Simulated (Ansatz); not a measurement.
AlP:
```
AlP
1.0
    3.56784     0.00000     0.00000
   -1.78392     3.08984     0.00000
    0.00000     0.00000     3.05760
Al P
1 1
Cartesian
  0.00000   0.00000   0.00000
  1.78392   1.02995   1.52880
```

Relaxed with PBE. Special points in fractions of this cell's reciprocal vectors: Γ (0.000, 0.000, 0.000); M (0.500, 0.000, 0.000); K (0.333, 0.333, 0.000); A (0.000, 0.000, 0.500); L (0.500, 0.000, 0.500); H (0.333, 0.333, 0.500).

List the band energies nearest the Fermi level at these points for DFT-PBE in the program Ansatz with PAW potentials.

In eV from the Fermi level; about four levels below and three above (degenerate sets whole), none deeper than 8.9 eV; points with the same levels are listed once.

```json
[
 {"k": "Γ", "below": "-1.19 -1.19", "above": "0.08 1.51 3.64"},
 {"k": "M", "below": "-7.77 -2.83", "above": "0.55 1.42 6.15"},
 {"k": "K", "below": "-7.37 -5.63", "above": "1.64 6.21 6.25"},
 {"k": "A", "below": "-8.12", "above": "0.64 0.64 4.45"},
 {"k": "L", "below": "-5.89 -5.06 -2.58 -0.75", "above": "2.83 3.70 5.02"},
 {"k": "H", "below": "-4.73 -2.99 -2.00 -0.61", "above": "7.84 9.76 10.67"}
]
```

Space group P-6m2. A made-up cell: these elements were put on the sites of a structure type; neither database checked (COD, Materials Project) lists it. It is not the phase usual at ambient conditions (space group No. 216). The PBE relaxation kept the symmetry of its start; whether a distortion lowers the energy is not shown.

Potentials: the later of the program's two PAW sets.
